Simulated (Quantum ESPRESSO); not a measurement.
```cif
data_Al6B6O18
_chemical_formula_sum 'B6 O18 Al6'
_space_group_name_H-M_alt 'R-3c :H'
_space_group_IT_number 167
_space_group_name_Hall '-R 3 2"c'
_cell_length_a 4.50548
_cell_length_b 4.50548
_cell_length_c 13.90292
_cell_angle_alpha 90.000
_cell_angle_beta 90.000
_cell_angle_gamma 120.000
loop_
_atom_site_label
_atom_site_type_symbol
_atom_site_symmetry_multiplicity
_atom_site_Wyckoff_symbol
_atom_site_fract_x
_atom_site_fract_y
_atom_site_fract_z
_atom_site_occupancy
B1 B 6 a 0.00000 0.00000 0.25000 1
O1 O 18 e 0.30791 0.30791 0.75000 1
Al1 Al 6 b 0.00000 0.00000 0.00000 1
```
(The calculation used a cell of 10 atoms; values per cell refer to that cell.)

The geometry is that of Materials Project entry mp-8110, symmetrised and not relaxed again.

Task: What does norm-conserving LDA (Quantum ESPRESSO, 84 Ry, scalar-relativistic) give for the electronic structure near the Fermi level?

Result: The LDA gap is 5.66 eV; at least one edge lies off the plotted path, at a point of the SCF mesh. The smallest direct gap is 5.79 eV.
